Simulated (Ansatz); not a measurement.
PbS:
```xyz
2
Lattice="0.0000 2.9514 2.9514 2.9514 0.0000 2.9514 2.9514 2.9514 0.0000" Properties=species:S:1:pos:R:3 pbc="T T T"
S      0.0000     0.0000     0.0000
Pb     2.9514     2.9514     2.9514
```

Relaxed with PBEsol. Special points in fractions of this cell's reciprocal vectors: Γ (0.000, 0.000, 0.000); X (0.500, 0.000, 0.500); U (0.625, 0.250, 0.625); K (0.375, 0.375, 0.750); L (0.500, 0.500, 0.500); W (0.500, 0.250, 0.750).

### Question
List the band energies nearest the valence-band maximum at these points for PBEsol with spin–orbit coupling (plane waves, PAW; program Ansatz).

### Answer
In eV from the valence-band maximum; about four levels below and three above (degenerate sets whole), none deeper than 8.9 eV; points with the same levels are listed once.

```json
[
 {"k": "Γ", "below": "-1.98 -1.98 -1.98 -1.98", "above": "3.66 3.66 6.18 6.18 6.18 6.18"},
 {"k": "X", "below": "-3.56 -3.56 -3.23 -3.23", "above": "3.90 3.90 4.71 4.71"},
 {"k": "U", "below": "-2.92 -2.92 -2.35 -2.35", "above": "3.12 3.12 4.27 4.27"},
 {"k": "L", "below": "-1.65 -1.65 0.00 0.00", "above": "0.24 0.24 1.69 1.69"},
 {"k": "W", "below": "-4.26 -4.26 -0.86 -0.86", "above": "2.06 2.06 4.67 4.67"}
]
```

Space group Fm-3m (rock salt). Symmetry was held in the PBEsol relaxation.

Potentials: the later of the program's two PAW sets.
